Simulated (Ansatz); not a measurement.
SCF settings study, SnO₂

The cell (6 atoms) is SnO₂ as a measured crystal structure (space group P4_2/mnm). The computed pressure is over 10 GPa in size, so the cell is far from the computed equilibrium volume. Source: COD entry 2101853; the sample's temperature and pressure aren't taken into account, and it need not be the stable phase.

```
Sn O
1.0
     4.73735    0.00000    0.00000
     0.00000    4.73735    0.00000
     0.00000    0.00000    3.18640
Sn O
2 4
Direct
  0.00000 0.00000 0.00000
  0.50000 0.50000 0.50000
  0.30562 0.30562 0.00000
  0.19438 0.80562 0.50000
  0.69438 0.69438 0.00000
  0.80562 0.19438 0.50000
```

Site labels below count the atoms in this order, from 1.

Computed with DFT, PBE, PAW, plane waves, scalar-relativistic (Ansatz development build ahead of 0.2.0).

* Plane-wave cutoff: 420 eV
* k-point mesh: 5×5×7 (Γ-centred)
* Occupations: Fermi–Dirac smearing, 0.02 eV
* Spin: off

The starting density is a sum of atomic densities corrected by a trained network, so it is already close to self-consistency.

Gaps of semilocal functionals run low against measured ones.

Command:
```sh
ansatz run input.yaml --threads 2 --pin off --max-ram 5120MiB --backend cpu --events-out ev --progress --plain --runs-dir out
```

Machine: 2 threads of Arm Neoverse V2, on a shared host.

One run per row. The search for lower states is off throughout, and rows that name a mixer don't switch to direct minimisation unless they say so. “A, then B” is a new run with the settings A changed by B. Counts include iterations that the program adds to test a close or to solve more bands, and some failed runs stop two short of their limit.

```tsv
settings	iteration limit	outcome	wall time (s)	result against the default run
default SCF settings	default	converged in 6 iterations	2.1	reference
Fermi–Dirac width 0.01 eV, no switch to direct minimisation	30	converged in 6 iterations	1.6	free energy unchanged, zero-width estimate unchanged
density-residual threshold 1e-11 eV	default	converged in 9 iterations	1.9	the same free energy
Anderson, β 0.8, history 2, no preconditioner	30	converged in 5 iterations	1.4	the same free energy
linear mixing, β 0.4, Kerker	30	converged in 16 iterations	2.1	the same free energy
Fermi–Dirac width 0.0005 eV, no switch to direct minimisation	30	converged in 6 iterations	2.2	free energy unchanged, zero-width estimate unchanged
Anderson, β 1.0, history 4, no preconditioner	30	converged in 5 iterations	1.4	the same free energy
iteration limit 15	15	converged in 6 iterations	1.5	the same free energy
Fermi–Dirac width 0.003 eV, no switch to direct minimisation	30	converged in 6 iterations	2.1	free energy unchanged, zero-width estimate unchanged
Fermi–Dirac width 0.001 eV, no switch to direct minimisation	30	converged in 6 iterations	2.2	free energy unchanged, zero-width estimate unchanged
```

With the default settings (MSR1 mixing, preconditioner Resta) the run converges, with a gap of 1.25 eV on the k-mesh. At the default threshold and band count the same state takes 5 iterations at best (“Anderson, β 0.8, history 2, no preconditioner”) and 16 at worst (“linear mixing, β 0.4, Kerker”). All runs converged.
